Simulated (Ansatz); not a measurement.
Method: Ansatz 0.2.0, DFT PBE, scalar-relativistic, plane waves, PAW. Settings: cutoff 420 eV, Γ-centred meshes spaced at most about 0.3 Å⁻¹, and about 0.25 Å⁻¹ or finer for metals (2π included), Gaussian smearing. No spin polarisation in the final relaxations.

All energies are static (0 K, no zero-point motion). Both are relaxed sheets, periodic along a and b.

Two relaxed structures of Mg:

A.

```cif
data_structure
_symmetry_space_group_name_H-M 'P 1'
_symmetry_Int_Tables_number 1
_cell_length_a 3.0558
_cell_length_b 3.0558
_cell_length_c 23.8000
_cell_angle_alpha 90.000
_cell_angle_beta 90.000
_cell_angle_gamma 120.000
_cell_volume 192.47
loop_
_atom_site_label
_atom_site_type_symbol
_atom_site_fract_x
_atom_site_fract_y
_atom_site_fract_z
_atom_site_occupancy
Mg1 Mg 0.00000 0.00000 0.29412 1
```

B.

```cif
data_structure
_symmetry_space_group_name_H-M 'P 1'
_symmetry_Int_Tables_number 1
_cell_length_a 2.9623
_cell_length_b 2.9623
_cell_length_c 30.1038
_cell_angle_alpha 90.000
_cell_angle_beta 90.000
_cell_angle_gamma 90.000
_cell_volume 264.16
loop_
_atom_site_label
_atom_site_type_symbol
_atom_site_fract_x
_atom_site_fract_y
_atom_site_fract_z
_atom_site_occupancy
Mg1 Mg 0.00000 0.00000 0.23096 1
Mg2 Mg 0.00000 0.00000 0.33375 1
```

Question: Which is lower in energy, and by how much?

Answer: They are level within the accuracy (4 meV/atom apart, with B the lower in these runs). A has layer group p6/mmm (No. 80), 8.1 Å²/atom and no gap on its mesh; B has layer group p4/mmm (No. 61), 4.4 Å²/atom and no gap. Counting all near atoms (those within 1.25 times the shortest distance at each site), A has Mg 6 and B has Mg 5. Both come from invented guesses.

The k mesh leaves some 4 meV/atom of noise in the energy of each metallic cell. Cells relaxed within their symmetry can be saddle points.
